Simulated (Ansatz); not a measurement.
11B NMR of the central transition in BH₃

Cell: a COD entry, ions relaxed with PBE at fixed cell.

```
CELL_PARAMETERS angstrom
4.40430 0.00000 0.00000
0.00000 6.50070 0.00000
-2.87322 0.00000 5.54417
ATOMIC_POSITIONS crystal
B 0.64155 0.54097 0.64500
B 0.35845 0.04097 0.85500
B 0.35845 0.45903 0.35500
B 0.64155 0.95903 0.14500
H 0.59541 0.49018 0.81166
H 0.40459 0.99018 0.68834
H 0.40459 0.50982 0.18834
H 0.59541 0.00982 0.31166
H 0.35804 0.62389 0.47780
H 0.64196 0.12389 0.02220
H 0.64196 0.37611 0.52220
H 0.35804 0.87611 0.97780
H 0.87806 0.64754 0.67317
H 0.12194 0.14754 0.82683
H 0.12194 0.35246 0.32683
H 0.87806 0.85246 0.17317
```

Atoms are numbered from 1 in the order listed; like atoms form one site, named after its first atom.

Method: Kohn–Sham DFT in Ansatz, PBE, plane waves and PAW, scalar-relativistic, 420 eV cutoff, Γ-centred 7×5×5 k-points, Fermi–Dirac smearing 0.02 eV.

11B has I = 3/2 and Q = 40.59 mb (Pyykkö 2018); at 35.2 T its Larmor frequency is ν₀ = 480.9 MHz. Only the quadrupole interaction is simulated: positions count from each site's isotropic chemical shift, and J coupling is left out, as are shift anisotropy and dipolar coupling, which fast spinning averages.

Simulated pattern of one B site (fast magic-angle spinning, Gaussian broadening 0.07 kHz):

| offset (kHz) | height |
| --- | --- |
| -1.202 | 0 |
| -1.170 | 1 |
| -1.137 | 4 |
| -1.104 | 8 |
| -1.072 | 12 |
| -1.039 | 17 |
| -1.007 | 20 |
| -0.974 | 21 |
| -0.941 | 22 |
| -0.909 | 23 |
| -0.876 | 24 |
| -0.843 | 25 |
| -0.811 | 26 |
| -0.778 | 28 |
| -0.746 | 29 |
| -0.713 | 32 |
| -0.680 | 37 |
| -0.648 | 53 |
| -0.615 | 80 |
| -0.582 | 99 |
| -0.550 | 100 |
| -0.517 | 97 |
| -0.485 | 92 |
| -0.452 | 78 |
| -0.419 | 65 |
| -0.387 | 57 |
| -0.354 | 52 |
| -0.321 | 48 |
| -0.289 | 44 |
| -0.256 | 42 |
| -0.224 | 39 |
| -0.191 | 37 |
| -0.158 | 36 |
| -0.126 | 34 |
| -0.093 | 33 |
| -0.060 | 30 |
| -0.028 | 24 |
| 0.005 | 12 |
| 0.037 | 3 |
| 0.070 | 0 |

(1) Which |C_Q| and η does the pattern imply?

Results:

(1) The pattern spans 1.13 kHz before broadening and its centre of gravity is at -0.503 kHz, which fixes P_Q; the places of the horns and steps fix η. That gives P_Q = 3.11 MHz, |C_Q| = 2.80 MHz and η = 0.84. The sign of C_Q can't be read from the pattern.

The relaxation (4 steps) took 36 s of wall time (36 s of CPU time) and 0.5 GiB at its peak, on 1 thread of Arm Neoverse V2 (aarch64; 8 cores open to the job, memory cap 2.5 GiB, no GPU), a shared host with a load of 0.5 a core.
